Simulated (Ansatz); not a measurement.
Relaxed-ion elastic tensor of MgS (rock salt, Fm-3m) in GPa (Voigt order), DFT-PBEsol in the program Ansatz with PAW potentials; density 2.69 g/cm³, 17.39 Å³ per atom.

```
 153  40.9  40.9   0.0   0.0   0.0
40.9   153  40.9   0.0   0.0   0.0
40.9  40.9   153   0.0   0.0   0.0
 0.0   0.0   0.0  54.2   0.0   0.0
 0.0   0.0   0.0   0.0  54.2   0.0
 0.0   0.0   0.0   0.0   0.0  54.2
```

### Question
Is the crystal mechanically stable?

### Answer
Yes: the smallest eigenvalue of C is 54.2 GPa.

### Question
Work out the Voigt, Reuss and Hill averages.

### Answer
K_V = 78.1, K_R = 78.1, K_H = 78.1; G_V = 54.8, G_R = 54.8, G_H = 54.8 GPa.

### Question
Give Young's modulus, Poisson's ratio, Pugh's ratio and the universal anisotropy index.

### Answer
E = 9KG/(3K + G) = 133 GPa; ν = 0.22; K/G = 1.43 (brittle by the Pugh limit of 1.75); A_U = 5G_V/G_R + K_V/K_R − 6 = 0.00.

### Question
Estimate the sound speeds and the Debye temperature.

### Answer
v_l = √((K + 4G/3)/ρ) = 7500 m/s, v_t = √(G/ρ) = 4510 m/s, mean 4990 m/s; Θ = (h/k)(3n/4πV)^(1/3) v_m = 574 K.

### Question
Give the Zener ratio and Young's modulus along [100], [110] and [111].

### Answer
A = 2C44/(C11 − C12) = 0.97; 1/E = S11 − 2(S11 − S12 − S44/2)Γ with Γ = 0, 1/4, 1/3 gives 135, 133, 132 GPa.

### Question
Solve the Christoffel equation for the three sound speeds along [100], [110], [111].

### Answer
Eigenvalues of C_ijkl n_j n_l equal ρv². In km/s, slowest first: [100] 4.49, 4.49, 7.53; [110] 4.49, 4.56, 7.49; [111] 4.53, 4.53, 7.48.

The cell was relaxed with PBEsol under the symmetry of its start.

Potentials: the later of the program's two PAW sets.
